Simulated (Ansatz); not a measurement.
# Energy and pressure of WF2 against volume, without spin

Theory: DFT PBEsol, scalar-relativistic, plane waves, PAW in Ansatz.

```cif
data_structure
_symmetry_space_group_name_H-M 'P 1'
_symmetry_Int_Tables_number 1
_cell_length_a 3.7140
_cell_length_b 3.7140
_cell_length_c 3.7140
_cell_angle_alpha 60.000
_cell_angle_beta 60.000
_cell_angle_gamma 60.000
_cell_volume 36.22
loop_
_atom_site_label
_atom_site_type_symbol
_atom_site_fract_x
_atom_site_fract_y
_atom_site_fract_z
_atom_site_occupancy
W1 W 0.00000 0.00000 0.00000 1
F1 F 0.25000 0.25000 0.25000 1
F2 F 0.75000 0.75000 0.75000 1
```

| Item | Value |
| --- | --- |
| plane-wave cutoff | 420 eV |
| Γ-centred k-mesh | 14×14×14 |
| occupation rule | Gaussian smearing, 0.1 eV |
| spin treatment | unpolarised |

The cell is scaled evenly at fixed fractional positions, V₀ being the volume of the cell shown; start: no spin polarisation. Energies are extrapolated to zero smearing. A spin-polarised state can lie lower, at larger volumes above all.

| V/V₀ | E above lowest (meV/atom) | P (GPa) |
| --- | --- | --- |
| 1.000 | 0.0 | -8.0 |
| 1.057 | 47.8 | -13.7 |
| 1.132 | 141.9 | -18.6 |
| 1.226 | 289.5 | -22.1 |

Cost: 4 runs of about 0.18 core-minutes in all, on Intel Xeon Platinum 8488C (Sapphire Rapids) (shared hosts).